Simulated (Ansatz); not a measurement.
In PBEsol (plane waves, PAW; program Ansatz), CrI₃ in the trigonal phase (R-3; Cr on 6c, I on 18f) relaxes to a = 6.818 Å, c = 19.919 Å. Cr has 6 nearest neighbours from 2.69 Å (octahedral); I has 2 nearest neighbours from 2.69 Å (bent). Its formation energy from the elements is -0.39 eV/atom, with no fitted shifts.

The Kohn–Sham gap is 1.07 eV (indirect). The hole mass is 1.9, 3.2, 5.3 mₑ (principal values). The magnetic state found is ferromagnetic. The net moment is 0.75 μB per atom.

The PBEsol relaxation kept the symmetry of its start. Spin order of the final state: ferromagnetic, chosen from 4 collinear starts compared on coarse meshes (ties went to the first, and starts can fall back to one state), not a proven ground state. The volume moved by 18 % from the start of the relaxation. No Hubbard U is applied. A crystal of weakly bound layers computed without a dispersion correction: the cell and the soft elastic constants depend strongly on that. The references are the lowest solids computed at this level, not always the standard phases. Scalar-relativistic: spin–orbit coupling is off unless named, which matters more the heavier the elements.

Potentials: the later of the program's two PAW sets.
